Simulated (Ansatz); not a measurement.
RhPb:
```
RhPb
1.0
    5.70503     0.00000     0.00000
   -2.85252     4.94070     0.00000
    0.00000     0.00000     4.45993
Rh Pb
3 3
Direct
  0.00000   0.50000   0.00000
  0.50000   0.00000   0.00000
  0.50000   0.50000   0.00000
  0.66667   0.33333   0.50000
  0.33333   0.66667   0.50000
  0.00000   0.00000   0.00000
```

Relaxed with r²SCAN. Special points in fractions of this cell's reciprocal vectors: Γ (0.000, 0.000, 0.000); M (0.500, 0.000, 0.000); K (0.333, 0.333, 0.000); A (0.000, 0.000, 0.500); L (0.500, 0.000, 0.500); H (0.333, 0.333, 0.500).

Q: List the band energies nearest the Fermi level at these points for r²SCAN (plane waves, PAW; program Ansatz).

A: In eV from the Fermi level; about four levels below and three above (degenerate sets whole), none deeper than 8.9 eV; points with the same levels are listed once.

| k | below | above |
|---|---|---|
| Γ | -1.05 -1.05 -1.01 -1.01 -0.14 | 0.60 2.03 2.03 |
| M | -1.81 -1.42 -1.14 -1.04 | 0.87 0.99 1.77 |
| K | -1.84 -1.84 -1.25 -0.74 | 0.80 0.91 0.91 |
| A | -0.97 -0.97 -0.86 -0.86 -0.49 | 0.19 0.60 0.76 |
| L | -1.21 -1.06 -0.69 -0.46 | 0.23 1.80 3.32 |
| H | -1.29 -1.29 -0.75 -0.69 | 1.27 3.06 3.06 |

Space group P6/mmm. The workflow started from a Materials Project entry (that database holds measured and hypothetical structures alike); the Crystallography Open Database files this formula in space group No. 191, but the cells were not matched. Whether it is the stable phase at ambient conditions was not checked. The cell was relaxed with r²SCAN under the symmetry of its start; its stability against distortions is not shown here. No spin polarisation was allowed. Scalar-relativistic: spin–orbit coupling is off unless named, which matters more the heavier the elements.

Potentials: the later of the program's two PAW sets.
